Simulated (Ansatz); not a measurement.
Molecular dynamics on a 2×2×2 supercell (16 atoms) of HgTe (zincblende), relaxed with r2SCAN. Forces come from r2SCAN in the plane-wave code Ansatz: Langevin thermostat and barostat (NPT), 600 K, steps of 3 fs. Classical nuclei, no spin polarisation; a few dozen steps show the first response, not equilibrium.

```yaml
crystal:
  lattice:
    - [0.0, 6.5783157744, 6.5783157744]
    - [6.5783157744, 0.0, 6.5783157744]
    - [6.5783157744, 6.5783157744, 0.0]
  atoms:
    - { symbol: Hg, position: [0.0, 0.0, 0.0] }
    - { symbol: Te, position: [0.125, 0.125, 0.125] }
    - { symbol: Hg, position: [0.0, 0.0, 0.5] }
    - { symbol: Te, position: [0.125, 0.125, 0.625] }
    - { symbol: Hg, position: [0.0, 0.5, 0.0] }
    - { symbol: Te, position: [0.125, 0.625, 0.125] }
    - { symbol: Hg, position: [0.0, 0.5, 0.5] }
    - { symbol: Te, position: [0.125, 0.625, 0.625] }
    - { symbol: Hg, position: [0.5, 0.0, 0.0] }
    - { symbol: Te, position: [0.625, 0.125, 0.125] }
    - { symbol: Hg, position: [0.5, 0.0, 0.5] }
    - { symbol: Te, position: [0.625, 0.125, 0.625] }
    - { symbol: Hg, position: [0.5, 0.5, 0.0] }
    - { symbol: Te, position: [0.625, 0.625, 0.125] }
    - { symbol: Hg, position: [0.5, 0.5, 0.5] }
    - { symbol: Te, position: [0.625, 0.625, 0.625] }
kpoints:
  mp_grid: { grid: [2, 2, 2] }
hamiltonian:
  xc: r2scan
scf:
  occupations: { method: fermi_dirac, width: 0.052 }
md:
  ensemble: npt_langevin
  temperature: 600
  timestep: 3.0
  n_steps: 20
  initial_velocities: maxwell_boltzmann
  seed: 587
```

Command: `ansatz run input.yaml --threads 4 --pin off --max-ram 3686MiB --backend cpu --events-out ev --progress --plain --runs-dir out`. It ended after 7.6 min on 4 threads of Arm Neoverse N1, on a shared host; peak host memory 3.1 GiB.

```csv
step,t (fs),T (K),free energy F from step 0 (meV/atom),kinetic energy (meV/atom),pressure (GPa),volume (Å³/atom),largest force (eV/Å)
0,0,562,0.0,72.7,0.52,35.58,0.00
1,3,539,0.2,69.7,0.52,35.58,0.07
2,6,568,0.6,73.5,0.54,35.58,0.15
3,9,527,1.4,68.1,0.53,35.58,0.23
4,12,539,2.4,69.7,0.54,35.59,0.31
5,15,541,3.7,69.9,0.56,35.58,0.38
6,18,516,5.1,66.7,0.57,35.57,0.46
7,21,529,6.7,68.4,0.61,35.56,0.54
```

The temperature starts at 562 K, is lowest at step 6 (516 K, 18 fs) and ends at 529 K. The job's limit cut the run after 7 of 20 steps.

Positions (Å) and forces (eV/Å) at step 7:
```
cell (Å): 0.000 6.577 6.577; 6.577 0.000 6.577; 6.577 6.577 0.000
Hg   0.007   0.029   0.036     0.028  -0.255   0.183
Te   1.669   1.676   1.633    -0.164  -0.152   0.211
Hg   3.256   3.236  -0.017     0.168   0.217  -0.142
Te   4.937   4.868   1.648    -0.059   0.169  -0.046
Hg   3.282   0.026   3.276     0.145  -0.059  -0.005
Te   5.005   1.586   4.955    -0.398   0.325  -0.160
Hg   6.624   3.348   3.363    -0.304  -0.176  -0.112
Te   8.215   4.948   4.916     0.239   0.289   0.362
Hg  -0.007   3.265   3.306     0.066   0.238  -0.094
Te   1.612   4.940   4.957     0.205  -0.004  -0.192
Hg   3.308   6.578   3.249    -0.122  -0.146  -0.029
Te   4.924   8.237   4.881    -0.005  -0.189   0.251
Hg   3.279   3.276   6.556     0.085  -0.026  -0.148
Te   4.906   4.905   8.212     0.218   0.203  -0.039
Hg   6.589   6.618   6.580    -0.053   0.006   0.150
Te   8.222   8.310   8.265    -0.047  -0.440  -0.189
```
